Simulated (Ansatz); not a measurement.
Si2BAs:
```cif
data_As3B3Si6
_chemical_formula_sum 'B3 As3 Si6'
_space_group_name_H-M_alt 'R3m :H'
_space_group_IT_number 160
_space_group_name_Hall 'R 3 -2"'
_cell_length_a 3.58414
_cell_length_b 3.58414
_cell_length_c 18.18887
_cell_angle_alpha 90.000
_cell_angle_beta 90.000
_cell_angle_gamma 120.000
loop_
_atom_site_label
_atom_site_type_symbol
_atom_site_symmetry_multiplicity
_atom_site_Wyckoff_symbol
_atom_site_fract_x
_atom_site_fract_y
_atom_site_fract_z
_atom_site_occupancy
B1 B 3 a 0.00000 0.00000 0.99407 1
As1 As 3 a 0.00000 0.00000 0.11099 1
Si1 Si 3 a 0.00000 0.00000 0.50740 1
Si2 Si 3 a 0.00000 0.00000 0.63757 1
```
(The calculation used a cell of 4 atoms; values per cell refer to that cell.)

Relaxed at zero pressure with PBE (plane waves, PAW; program Ansatz).

### Question
The volume is lowered by 3 % and shape and atoms relax at that volume. What pressure results, and how do the axes share the change?

### Answer
3.2 GPa; a -1.1 %, b -1.1 %, c -0.9 %; the energy rises by 5 meV/atom.

### Question
Give the new structure.

### Answer

Space group R3m, hexagonal axes (No. 160); a = b = 3.5461 Å, c = 18.0238 Å, α = β = 90.00°, γ = 120.00°

```
atom  site  symmetry       x       y       z
----  ----  --------  ------  ------  ------
B       3a        3m  0.0000  0.0000  0.0060
As      3a        3m  0.0000  0.0000  0.8893
Si      3a        3m  0.0000  0.0000  0.4923
Si      3a        3m  0.0000  0.0000  0.3623
```

The phase is kept; no other phase was compared at this pressure.

The start of the workflow was typed in or built on a structure type; neither database checked (COD, Materials Project) lists it. Whether it is the stable phase at ambient conditions was not checked. Symmetry was held in the PBE relaxation; whether a distortion lowers the energy is not shown. The volume moved by 19 % from the start of the relaxation.

Potentials: the earlier of the program's two PAW sets.
